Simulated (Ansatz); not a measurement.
YIn, first-principles data

YIn:
```
YIn
1.0
    3.70684     0.00000     0.00000
    0.00000     3.70684     0.00000
    0.00000     0.00000     3.70684
In Y
1 1
Cartesian
  0.00000   0.00000   0.00000
  1.85342   1.85342   1.85342
```

Space group Pm-3m (No. 221), CsCl type; conventional cell a = b = c = 3.707 Å, α = β = γ = 90.00°.

Method: PBEsol in the plane-wave PAW code Ansatz. Structure relaxed to zero pressure with the same functional. Other levels are named where they apply.

**Cell and energy**

```json
{
  "volume_per_atom": "25.47 Å³",
  "density": "6.64 g/cm³",
  "Formation energy from the elements (no fitted shifts)": "-558 meV/atom"
}
```

**Electronic structure**

```json
{
 "electronic_character": "metallic (no gap)",
 "Density of states at the Fermi level": "0.47 states/eV per atom (mean over ±0.08 eV)",
 "Gap with spin–orbit coupling": "none (metallic)"
}
```

**Mechanics**

```json
{
 "Bulk modulus (Birch–Murnaghan fit)": "63.1 GPa",
 "Pressure derivative B′": "4.3",
 "Elastic constants (relaxed ions, GPa)": "C11 = 72.1, C12 = 59.4, C44 = 50.0",
 "mechanical_stability": "stable (all eigenvalues of C positive)",
 "hill_bulk_and_shear_moduli": "63.6 and 23.0 GPa",
 "Young's modulus": "61.5 GPa",
 "Poisson's ratio": "0.34",
 "debye_temperature_from_the_elastic_constants": "211 K"
}
```

**Phonons**

```json
{
  "highest_zone_centre_frequency": "134 cm⁻¹",
  "zone_centre_stability": "no imaginary mode at Γ"
}
```

The workflow started from an entry of the Crystallography Open Database (COD). Whether it is the stable phase at ambient conditions was not checked. Symmetry was held in the PBEsol relaxation. No spin polarisation was allowed. As this level gives no gap, shear constants depend on the k-mesh and smearing (Fermi–Dirac, 0.1 eV here). As this level gives no gap, phonon frequencies hold no LO–TO term and depend on the k-mesh and smearing (Fermi–Dirac, 0.1 eV here). The references are the lowest solids computed at this level, not always the standard phases. Scalar-relativistic: spin–orbit coupling is off unless named, which matters more the heavier the elements.

Potentials: the later of the program's two PAW sets.
